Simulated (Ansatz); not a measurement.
K:
```yaml
crystal:
  lattice:
    - [4.47521, 0.00000, 0.00000]
    - [-2.23761, 3.87565, 0.00000]
    - [0.00000, 0.00000, 7.42367]
  atoms:
    - { symbol: K, position: [0.33333, 0.66667, 0.25000] }
    - { symbol: K, position: [0.66667, 0.33333, 0.75000] }
```

Relaxed with LDA. Special points in fractions of this cell's reciprocal vectors: Γ (0.000, 0.000, 0.000); M (0.500, 0.000, 0.000); K (0.333, 0.333, 0.000); A (0.000, 0.000, 0.500); L (0.500, 0.000, 0.500); H (0.333, 0.333, 0.500).

Task: List the band energies nearest the Fermi level at these points for LDA (plane waves, PAW; program Ansatz).

Result: In eV from the Fermi level; about four levels below and three above (degenerate sets whole), none deeper than 8.9 eV; … stands for higher levels left out; points with the same levels are listed once.

```
k        below                above
-  -----------  -------------------
Γ        -2.39       0.20 0.58 4.07
M            –       0.10 0.30 1.57
K            –       0.84 0.91 0.91
A  -1.61 -1.61          2.71 2.71 …
L            –  0.56 0.56 0.97 0.97
H            –  1.23 1.23 1.41 1.41
```

Space group P6_3/mmc (hcp (Mg type)). The first step of the workflow began from a Materials Project structure, measured or hypothetical; the Crystallography Open Database copy checked does not list it. It is not the phase usual at ambient conditions (space group No. 229). Symmetry was held in the LDA relaxation; its stability against distortions is not shown here.

Potentials: the later of the program's two PAW sets.
